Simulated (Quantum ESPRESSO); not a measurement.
Al2Ta2Zr3Mo, a curve over strain

Computed values, not a measurement. The program is pw.x of Quantum ESPRESSO 7.5 (plane-wave density functional theory). The cell is made up: eight metal atoms on a face-centred cubic lattice, with elements, volume, strain and displacements drawn at random and not relaxed, so it may be unstable or far from any real phase. PseudoDojo standard norm-conserving files set the functional (PBE unless stated); there is no spin polarisation or spin-orbit coupling, the Fermi-Dirac width of 0.25 eV means electrons at about 2900 K, and the masses in the input are unused placeholders. Heavy elements are run without spin-orbit coupling, which real alloys of them have. A spin test at this wide smearing found no moment, but such smearing suppresses magnetism that the real alloy may have.

Seven runs add a strain to one cell (biaxial xx and yy); the atoms follow the cell and are not relaxed. Stress in the table is positive in tension.

Input of the run at +0.0012:

```
&control calculation='scf', pseudo_dir='./dojo.nc.sr.pbe.v0_5.standard.upf', outdir='./o', disk_io='minimal', tprnfor=.true., tstress=.true. /
&system ibrav=0, nat=8, ntyp=4, nbnd=57, ecutwfc=79.96652505, nosym=.true., tot_charge=0,
 occupations='smearing', smearing='fd', degauss=0.0183746611
/
&electrons conv_thr=1.470e-08, electron_maxstep=70, mixing_beta=0.5 /
ATOMIC_SPECIES
Al 1.0 Al.upf
Mo 1.0 Mo.upf
Ta 1.0 Ta.upf
Zr 1.0 Zr.upf
CELL_PARAMETERS angstrom
-2.2449 -4.4603 -2.1357
-4.3432 2.1457 2.1582
0.0705 4.4631 -4.3475
ATOMIC_POSITIONS angstrom
Al 0.0539 -0.044 -0.129
Ta 0.0346 2.1816 -2.2183
Zr -2.0733 2.2364 -0.0324
Al -2.219 4.4626 -2.0525
Zr -2.2382 -0.1347 -2.1367
Zr -2.1169 2.1937 -4.3711
Mo -4.3524 -0.057 0.0772
Ta -4.3652 2.1634 -2.1778
K_POINTS automatic
5 5 4 1 1 1
```

| added strain | free energy less that of the input shown (eV) | stress xx (GPa) | stress yy (GPa) | stress zz (GPa) | stress xy (GPa) | pressure (GPa) | iterations |
| --- | --- | --- | --- | --- | --- | --- | --- |
| -0.0244 | -0.3250 | 2.16 | 4.75 | 4.33 | 1.79 | -3.75 | 16 |
| -0.0075 | -0.1418 | 5.70 | 8.32 | 7.85 | 1.62 | -7.29 | 16 |
| +0.0012 | 0.0000 | 7.33 | 9.95 | 9.47 | 1.54 | -8.91 | 16 |
| +0.0051 | 0.0732 | 8.02 | 10.63 | 10.15 | 1.50 | -9.60 | 16 |
| +0.0098 | 0.1696 | 8.82 | 11.43 | 10.94 | 1.45 | -10.40 | 16 |
| +0.0188 | 0.3765 | 10.26 | 12.85 | 12.36 | 1.37 | -11.82 | 17 |
| +0.0212 | 0.4363 | 10.62 | 13.20 | 12.72 | 1.35 | -12.18 | 17 |

A cubic fit gives a slope of stress xx against the added strain of 182 GPa at zero added strain, with the atoms clamped. Across the table the energy follows the integral of volume times stress to 1.3 meV. A rerun of one of the cells at a higher cutoff and on a denser mesh moved values by no more than 0.007 eV in energy, 0.03 GPa in stress and 0.007 eV/Å in force, and a second program with other atomic files agreed on that cell to 2 % rms in force and 0.5 GPa in pressure.